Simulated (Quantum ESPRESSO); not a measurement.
```
MoS2
1.0
    3.14988     0.00000     0.00000
   -1.57494     2.72787     0.00000
    0.00000     0.00000    12.09082
S Mo
4 2
Direct
  0.66667   0.33333   0.62047
  0.33333   0.66667   0.37953
  0.33333   0.66667   0.12047
  0.66667   0.33333   0.87953
  0.66667   0.33333   0.25000
  0.33333   0.66667   0.75000
```

Cell and atoms were relaxed with PBE+D3(BJ) from Materials Project entry mp-2815, within its symmetry.

Question: What does norm-conserving PBEsol (Quantum ESPRESSO, 80 Ry, with spin-orbit coupling) give for the electronic structure near the Fermi level?

Answer: The PBEsol gap is indirect, 0.74 eV, from Γ to 43 % of the way from K to Γ; the smallest direct gap is 1.67 eV.
